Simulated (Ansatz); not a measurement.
Relaxed-ion elastic tensor of Ga (diamond, Fd-3m) in GPa (Voigt order), r²SCAN in the plane-wave PAW code Ansatz; density 4.80 g/cm³, 24.12 Å³ per atom.

```csv
,1,2,3,4,5,6
1,30.8,51.6,51.6,0.0,0.0,0.0
2,51.6,30.8,51.6,0.0,0.0,0.0
3,51.6,51.6,30.8,0.0,0.0,0.0
4,0.0,0.0,0.0,-23.6,0.0,0.0
5,0.0,0.0,0.0,0.0,-23.6,0.0
6,0.0,0.0,0.0,0.0,0.0,-23.6
```

**Question.** Is the crystal mechanically stable?

**Answer.** No: the smallest eigenvalue of C is -23.6 GPa.

The start of the workflow was typed in or built on a structure type; neither database checked (COD, Materials Project) lists it. It is not the phase usual at ambient conditions (space group No. 64). The cell was relaxed with r²SCAN under the symmetry of its start. At this level the phase is mechanically unstable. The volume moved by -21 % from the start of the relaxation. As this level gives no gap, shear constants depend on the k-mesh and smearing (Fermi–Dirac, 0.1 eV here).

Potentials: the earlier of the program's two PAW sets.
